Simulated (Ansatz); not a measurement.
**Does relaxation matter for the field gradients of GaAs with Bi replacing Ga?**

Start: a supercell of GaAs (zinc blende type, F-43m) built from an entry of the Crystallography Open Database (COD), with all atoms left at the host's positions.

Space group F-43m (No. 216); a = 16.9611 Å.

```csv
site,Wyckoff,site symmetry,x,y,z
Bi,4a,-43m,0.0000,0.0000,0.0000
Ga2,48h,..m,0.1667,0.0000,0.1667
Ga5,16e,.3m,0.3333,0.8333,0.1667
Ga9,16e,.3m,0.6667,0.6667,0.3333
Ga15,24f,2.mm,0.5000,0.6667,0.5000
As28,16e,.3m,0.0833,0.9167,0.0833
As29,24g,2.mm,0.2500,0.9167,0.2500
As33,48h,..m,0.5833,0.7500,0.4167
As41,16e,.3m,0.4167,0.5833,0.4167
As54,4c,-43m,0.7500,0.2500,0.7500
```

One atom of each set is listed; the run and its k-mesh use a cell of 54 atoms with edges of 11.99, 11.99, 11.99 Å.

Method: Kohn–Sham DFT in Ansatz, PBE, plane waves and PAW, scalar-relativistic, 420 eV cutoff, Γ-centred 2×2×2 k-points, Fermi–Dirac smearing 0.01 eV.

The largest force at the start is 3.5 eV/Å. Relaxing the ions at fixed cell moves them by 0.295 Å at most (atom 28, As) and 0.084 Å rms.

| site | moved (Å) | first shell before | first shell after | V_zz before (10²¹ V/m²) | η before |
| --- | --- | --- | --- | --- | --- |
| Bi | 0.000 | 4 As at 2.45 Å | 4 As at 2.74 Å | 0.00 | – |
| Ga2 | 0.055 | 4 As at 2.45 Å | 4 As at 2.42–2.44 Å | 1.79 | 0.07 |
| Ga5 | 0.006 | 4 As at 2.45 Å | 4 As at 2.44–2.45 Å | -0.17 | 0.00 |
| Ga9 | 0.002 | 4 As at 2.45 Å | 4 As at 2.45 Å | -0.27 | 0.00 |
| Ga15 | 0.004 | 4 As at 2.45 Å | 4 As at 2.45 Å | 0.13 | 0.74 |
| As28 | 0.295 | 1 Bi at 2.45 Å, 3 Ga at 2.45 Å | 3 Ga at 2.42 Å, 1 Bi at 2.74 Å | 11.13 | 0.00 |
| As29 | 0.004 | 4 Ga at 2.45 Å | 4 Ga at 2.42–2.45 Å | 2.68 | 0.14 |
| As33 | 0.005 | 4 Ga at 2.45 Å | 4 Ga at 2.44–2.45 Å | -0.67 | 0.46 |
| As41 | 0.001 | 4 Ga at 2.45 Å | 4 Ga at 2.44–2.45 Å | -0.092 | 0.00 |

**Question.** What are V_zz and η after the relaxation?

**Answer.** 

```json
{"site": "Bi", "V_zz after": "0.00", "η after": "–", "change of V_zz": "0.00"}
{"site": "Ga2", "V_zz after": "-1.41", "η after": "0.54", "change of V_zz": "–"}
{"site": "Ga5", "V_zz after": "-0.19", "η after": "0.00", "change of V_zz": "-0.02"}
{"site": "Ga9", "V_zz after": "-0.057", "η after": "0.00", "change of V_zz": "+0.21"}
{"site": "Ga15", "V_zz after": "-0.18", "η after": "0.64", "change of V_zz": "–"}
{"site": "As28", "V_zz after": "4.31", "η after": "0.00", "change of V_zz": "-6.82"}
{"site": "As29", "V_zz after": "-1.24", "η after": "0.02", "change of V_zz": "-3.92"}
{"site": "As33", "V_zz after": "-0.34", "η after": "0.31", "change of V_zz": "+0.33"}
{"site": "As41", "V_zz after": "-0.080", "η after": "0.00", "change of V_zz": "+0.01"}
```

The largest change of V_zz along a kept axis is on As28, from 11.13 to 4.31. In per cent, |V_zz| changes by -61 on As (all sites that start above 2, bar those whose gradient vanishes or changes sign or whose main axis turns by over 40°). On As33 V_xx and V_yy change places (or their axes turn by over 50°), so the two values of η hide a larger change. V_zz changes sign on As29 (same axis). On Ga2, Ga15 the largest principal value lies along another axis in the second run, so the two V_zz can't be compared directly. Other sites without a gradient aren't listed.

The run isn't spin-polarised, and a state with spin may lie lower. The defect repeats with the cell of 54 atoms, so it feels its images: sites between two images don't show the values beside a lone defect, and zeros or small values of η there can come from the images' arrangement. The defect cell has no gap above 0.1 eV on its mesh, so the values can hang on the smearing and the k-mesh. Without spin–orbit coupling the gradients at and beside Bi can be off by some per cent, at some sites by more.
Before: The cell keeps the host's lattice, where the PBE pressure is 6 GPa. The neighbours have not yet relaxed around the defect (largest force 3.5 eV/Å), so the values at and beside it are those of a strained start, not of the defect in a real crystal.
After: The relaxation keeps the site symmetry -43m of the start, so the impurity can't leave its site; a distortion that would localise the partly filled state isn't explored.
